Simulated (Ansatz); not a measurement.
Relaxed Bi2Se3 (Bi2Te3 type, space group R-3m):

```xyz
5
Lattice="2.0722 1.1964 9.4818 -2.0722 1.1964 9.4818 0.0000 -2.3928 9.4818" Properties=species:S:1:pos:R:3 pbc="T T T"
Bi     0.0000     0.0000    11.4032
Bi     0.0000     0.0000    17.0423
Se     0.0000     0.0000     0.0000
Se     0.0000     0.0000     5.9884
Se     0.0000     0.0000    22.4571
```

In this cell atom 3 (Se, nearest neighbour Bi at 3.069 Å; its periodic images, 4.1 Å or more away, move with it) is moved by s towards the nearest neighbour, unit vector (0.000, -0.780, -0.626); all other atoms and the cell stay fixed.

These are PBE-D3(BJ) (plane waves to 420 eV, PAW, scalar-relativistic; Ansatz, an electronic-structure program) values and carry that method's errors. k mesh 8×8×8 (Γ-centred), Fermi-Dirac smearing 0.05 eV. E stands for the smeared free energy. Bi2Se3 was relaxed with its symmetry unable to fall. Spin-orbit coupling is left out, though Bi is heavy. The PAW data are Ansatz's earlier set. ΔE is measured from the undisplaced structure.

```json
[
 {"s (Å)": "-0.610", "ΔE (meV/cell)": "1061"},
 {"s (Å)": "-0.488", "ΔE (meV/cell)": "601"},
 {"s (Å)": "-0.366", "ΔE (meV/cell)": "withheld"},
 {"s (Å)": "-0.244", "ΔE (meV/cell)": "126"},
 {"s (Å)": "-0.122", "ΔE (meV/cell)": "30"},
 {"s (Å)": "0.000", "ΔE (meV/cell)": "0"},
 {"s (Å)": "0.122", "ΔE (meV/cell)": "30"},
 {"s (Å)": "0.244", "ΔE (meV/cell)": "126"},
 {"s (Å)": "0.366", "ΔE (meV/cell)": "withheld"},
 {"s (Å)": "0.488", "ΔE (meV/cell)": "601"},
 {"s (Å)": "0.610", "ΔE (meV/cell)": "1061"}
]
```

Fit an even polynomial form (powers 2, 4) to the given rows and predict ΔE at s = -0.366.

Least squares on the 9 given rows: ΔE = (1952)·s² + (2416)·s⁴, in meV/cell with s in Å; root-mean-square residual 0.7 meV/cell. At -0.366 the fit gives 305 meV/cell; the calculation gives 306 meV/cell, so the interpolation is off by -1 (-0.3 %). The quadratic term alone would give 261 meV/cell.

(For displaced atoms, the force is minus the slope of the energy, and its curvature is a force constant, which sets phonon frequencies.)
